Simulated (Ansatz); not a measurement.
An Ansatz input and the part of its output that reports the observables at the nuclei.

The start is a refined structure from the COD.

```yaml
crystal:
  lattice:
    - [0.0, 2.70365, 2.70365]
    - [2.70365, 0.0, 2.70365]
    - [2.70365, 2.70365, 0.0]
  atoms:
    - { symbol: Ce, position: [0.0, 0.0, 0.0] }
    - { symbol: O, position: [0.25, 0.25, 0.25] }
    - { symbol: O, position: [0.75, 0.75, 0.75] }
kpoints:
  mp_grid: { grid: [6, 6, 6] }
scf:
  occupations: { method: fermi_dirac, width: 0.02 }
hamiltonian:
  xc: pbe
  pseudopotentials: { kind: paw }
output:
  forces: true
  stress: true
  populations: true
  efg: { quadrupole_moments_barn: { O: -0.02558 }, contact_densities: true }
  write_density: true
  write_potential: true
  elf: true
  volumetric_format: npy
relax:
  f_tol: 0.02
  max_steps: 60
```

```sh
ansatz run input.yaml --threads 1 --pin off --max-ram 2560MiB --backend cpu --events-out ev --progress --plain --runs-dir out
```

The run relaxes the ions first, and the block belongs to the relaxed positions.

Of the output, the block on the nuclei alone is shown; the set-up, the SCF iterations, energies, forces and stress are cut. One atom of each set with nearly equal values is shown.

```
--- PAW observables at the nuclei: V_zz in 10²¹ V/m², potentials from the cell's mean, atoms counted from 1 ---
  atom   1  Ce V_zz =    +0.000000   η = 0.0000   by run symmetry: forbidden
            electrostatic potential = -10135.660059 V   contact ρ = 2443433.725674 e/Å³
  atom   2  O  V_zz =    +0.000000   η = 0.0000   by run symmetry: forbidden   C_q = -0.0000 MHz
            electrostatic potential = -629.689024 V   contact ρ = 2158.610751 e/Å³
```

At this cell the PBE pressure is 6 GPa, so with PBE the cell would grow if it were relaxed.
